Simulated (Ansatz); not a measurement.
GaRu3C (anti-perovskite), relaxed with r²SCAN (Ansatz, a first-principles code, plane waves, PAW): a = b = c = 3.996 Å, α = β = γ = 90.00°.

| Item | Value |
|---|---|
| ΔH_f (eV/atom) | 0.07 |
| B₀ by P(V) fit (GPa) | 267 |
| K_Hill (GPa) | 268 |
| G_Hill (GPa) | 134 |
| Θ_D (K) | 520 |

Q: The same phase is relaxed and computed with PBEsol in the same code. What are the cell and these values now?

A: a = 3.9775 Å, b = 3.9775 Å, c = 3.9775 Å, α = 90.00°, β = 90.00°, γ = 90.00°.

ΔH_f (eV/atom): 0.05
B₀ by P(V) fit (GPa): 275
K_Hill (GPa): 275
G_Hill (GPa): 136
Θ_D (K): 522

Typed or built starts, not in the databases checked: GaRu3C, anti-perovskite. All cells were relaxed under the symmetry of their starts (and spin orders); stability against distortions was not tested throughout. Rows with no word on spin ran without spin polarisation. Scalar-relativistic: spin–orbit coupling is off unless named, which matters more the heavier the elements.

Potentials: the later of the program's two PAW sets.

Ansatz is a plane-wave DFT program.

Formation energies count from the lowest solids of the elements computed at the same level, not from gases.
